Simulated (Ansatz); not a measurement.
SiO2 (rutile)

```xyz
6
Lattice="4.1852 0.0000 0.0000 0.0000 4.1852 0.0000 0.0000 0.0000 2.6688" Properties=species:S:1:pos:R:3 pbc="T T T"
Si     2.0926     2.0926     1.3344
Si     0.0000     0.0000     0.0000
O      3.3737     3.3737     1.3344
O      1.2811     2.9041     0.0000
O      2.9041     1.2811     0.0000
O      0.8115     0.8115     1.3344
```

A phonon eigenvector at Γ is frozen into this cell: atom i moves by Q times the vector below, so Q is the largest atomic displacement, in Å. The cell is held.

| atom | x | y | z |
|---|---|---|---|
| O3 | 0.707 | 0.707 | 0.000 |
| O4 | -0.707 | 0.707 | 0.000 |
| O5 | 0.707 | -0.707 | 0.000 |
| O6 | -0.707 | -0.707 | 0.000 |

Atoms not listed stay in place.

Method: r2SCAN (plane waves to 500 eV, PAW, scalar-relativistic; Ansatz, an electronic-structure program). k mesh 8×8×12 (Γ-centred), Fermi-Dirac smearing 0.05 eV. SiO2 was relaxed with its symmetry unable to fall. 

```csv
Q (Å),−dE/dQ from forces (eV/Å)
-0.180,41.071
-0.150,33.649
-0.120,26.539
-0.090,19.682
-0.060,13.016
-0.030,6.476
0.000,0.000
0.030,-6.476
0.060,-13.016
0.090,-19.682
0.120,-26.539
0.150,-33.649
0.180,-41.071
```

### Question
What harmonic wavenumber does the curvature at Q = 0 give?

### Answer
957 cm⁻¹. E″ = 215.53 eV/Å², M = Σ mᵢ|uᵢ|² = 64.0 u, ν̃ = 521.5·√(|E″|/M).

(For displaced atoms, the force is minus the slope of the energy, and its curvature is a force constant, which sets phonon frequencies.)
